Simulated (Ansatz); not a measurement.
Data:

NiO (rock salt)

```xyz
2
Lattice="0.0000 2.0943 2.0943 2.0943 0.0000 2.0943 2.0943 2.0943 0.0000" Properties=species:S:1:pos:R:3 pbc="T T T"
O      0.0000     0.0000     0.0000
Ni     2.0943     2.0943     2.0943
```

In each cell atom 2 (Ni, nearest neighbour O at 2.094 Å; its periodic images, 3.0 Å or more away, move with it) moves by s·(0.000, 0.000, 1.000) (along Cartesian z), the rest being held.

These are r2SCAN (plane waves to 500 eV, PAW, scalar-relativistic; Ansatz, a quantum-chemistry and plane-wave program) values and carry that method's errors. k mesh 11×11×11 (Γ-centred), Fermi-Dirac smearing 0.05 eV. Energies are smeared free energies. As the smearing reaches across the gap at some points, energies and forces of such displacements shift with the k mesh and the smearing. NiO is run spin-polarised and with no Hubbard U; the real compound is an antiferromagnetic insulator, a state that this run doesn't describe. NiO was relaxed with its symmetry unable to fall. Relaxed NiO ends ferromagnetic. Other magnetic orders were not checked, so this need not be the ground state. The zero of ΔE is the undisplaced structure.

The scan covers s from -0.630 to 0.630 Å in 11 points.

Question: Is the energy the same for equal positive and negative displacements?

Answer: Even: the same for both signs. With its periodic images moving along, the atom's site symmetry in this cell is m-3m.

Question: What is the energy change at s = 0.630 Å?

Answer: 3211 meV/cell.

Question: What force acts on the atom along the line at s = -0.630 Å?

Answer: 16.8 eV/Å.

(A displaced cell: forces are minus the slopes of the energy, force constants its curvatures, and phonons follow from these.)
